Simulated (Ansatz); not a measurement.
# Computed properties of CdS

CdS:
```yaml
crystal:
  lattice:
    - [3.87742, 0.00000, 0.00000]
    - [-1.93871, 3.35794, 0.00000]
    - [0.00000, 0.00000, 6.47704]
  atoms:
    - { symbol: Cd, position: [0.00000, 0.00000, 0.00000] }
    - { symbol: Cd, position: [0.00000, 0.00000, 0.50000] }
    - { symbol: S, position: [0.33333, 0.66667, 0.25000] }
    - { symbol: S, position: [0.66667, 0.33333, 0.75000] }
```

Space group P6_3/mmc (No. 194), NiAs type; conventional cell a = b = 3.877 Å, c = 6.477 Å, α = β = 90.00°, γ = 120.00°.

Method: the program Ansatz at the PBE level (PAW). Structure relaxed to zero pressure with the same functional. Other levels are named where they apply.

### Cell and energy

- Volume per atom: 21.08 Å³
- Density: 5.69 g/cm³
- Formation energy from the elements (no fitted shifts): -0.48 eV/atom

### Electronic structure

* **Band gap**: 0.55 eV (direct)
* **Valence-band maximum**: at Γ
* **Conduction-band minimum**: at Γ
* **Electron effective mass**: 0.096, 0.096, 0.10 mₑ (principal values)
* **Hole effective mass, band 1 of 2 at the edge**: 27 along x, 2.3 along z (mₑ)
* **Hole effective mass, band 2 of 2 at the edge**: 0.27 along x, 2.3 along z (mₑ)

### Mechanics

* **Bulk modulus (Birch–Murnaghan fit)**: 70.5 GPa
* **Pressure derivative B′**: 4.7

A made-up cell: these elements were put on the sites of a structure type; neither database checked (COD, Materials Project) lists it. It is not the phase usual at ambient conditions (space group No. 186, 216). Symmetry was held in the PBE relaxation; its stability against distortions is not shown here. The references are the lowest solids computed at this level, not always the standard phases. Spin–orbit coupling is left out wherever it is not named.

Potentials: the later of the program's two PAW sets.
